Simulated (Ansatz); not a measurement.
## Elastic constants of Be2Ge: input and output

All numbers below come from Ansatz, DFT PBE, scalar-relativistic, plane waves, PAW.

It can be run as:
```bash
ansatz run input.yaml --threads 1 --pin off --backend cpu --events-out ev --progress --plain --runs-dir out  # memory cap (--max-ram) not shown
```

Input (bare energies are in eV):
```yaml
crystal:
  lattice:
    - [0.0, 2.6862698983, 2.6862698983]
    - [2.6862698983, 0.0, 2.6862698983]
    - [2.6862698983, 2.6862698983, 0.0]
  atoms:
    - { symbol: Be, position: [0.75, 0.75, 0.75] }
    - { symbol: Be, position: [0.25, 0.25, 0.25] }
    - { symbol: Ge, position: [0.0, 0.0, 0.0] }
basis:
  ecutwfc: 420
kpoints:
  mp_grid: { grid: [14, 14, 14] }
hamiltonian:
  xc: pbe
scf:
  occupations: { method: fermi_dirac, width: 0.15 }
output:
  forces: true
  stress: true
  eigenvalues: true
elastic:
  mode: clamped_ion
  amplitude: 0.005
```

From the output:
```
--- Elastic constants: 2 strain directions × 4 members + reference (group order 48) ---
  dense FFT box of the reference and of every strained cell: 27×27×27
  strains applied: 11, 23; error gains: componentwise 1.00 (the most a stress slope's error grows in a printed constant), spectral 1.73 (1 for all six strains in a standard setting)
  C = ∂σ_k/∂η_j (tension-positive GPa; Voigt order 11 22 33 23 13 12):
       135.378     71.751     71.751     -0.000     -0.000     -0.000
        71.751    135.378     71.751     -0.000      0.000      0.000
        71.751     71.751    135.378     -0.000      0.000      0.000
         0.000     -0.000     -0.000     92.835      0.000     -0.000
         0.000     -0.000     -0.000     -0.000     92.835      0.000
        -0.000      0.000     -0.000     -0.000      0.000     92.835
  reference stress σ⁰ (GPa):     -0.000     -0.000     -0.000      0.000     -0.000     -0.000
  C* (energy form; C + prestress term) asymmetry max|C*_kj − C*_jk| = 1.421e-14 GPa — a small one proves nothing (zero by symmetry where the batch's group is 432, −43m or m−3m); a large one is finite-difference/SCF noise where every solve ...
  moduli (Voigt/Reuss/Hill, GPa): K = 92.96/92.96/92.96   G = 68.43/52.53/60.48   E = 149.10   ν = 0.233
  mechanically stable: yes (min eigenvalue of sym C = 63.63 GPa)
  strain η (Voigt 11):  stress-route row diagonal C_11 = 135.38 GPa, energy-path curvature d²(F+E_count+ΔE)/dδ²/Ω₀ = 135.69 GPa
    cells at ±δ against ±2δ: C11 135.42 and 135.56 GPa, apart by 0.10 % of the column's largest entry
         δ    σ_11 (GPa) F (eV) n_scf n_hpsi n_pw
    -1.000e-2      -1.3606       -4479.7608972       9   71868    763
    -5.000e-3      -0.6785       -4479.7621311       5   58428    769
     5.000e-3       0.6758       -4479.7621302       7   70187    772
     1.000e-2       1.3505       -4479.7609040      10   69059    785
  strain η (Voigt 23):  stress-route row diagonal C_44 = 92.84 GPa, energy-path curvature d²(F+E_count+ΔE)/dδ²/Ω₀ = 93.10 GPa
    cells at ±δ against ±2δ: C44 92.85 and 92.91 GPa, apart by 0.06 % of the column's largest entry
         δ    σ_23 (GPa) F (eV) n_scf n_hpsi n_pw
    -1.000e-2      -0.9291       -4479.7614154       9  123947    769
    -5.000e-3      -0.4643       -4479.7622591       7  120463    769
     5.000e-3       0.4643       -4479.7622591       7  118340    769
     1.000e-2       0.9291       -4479.7614154       9  112708    769
```

The cell was built by swapping an element in a database structure (itself possibly hypothetical) and relaxing; it need not be the stable form of this composition. In a metal, frequencies and elastic constants depend on the k mesh and the smearing, soft modes and shear constants most.

Clamped-ion constants are upper bounds: once the atoms relax, a strain can turn out softer or unstable.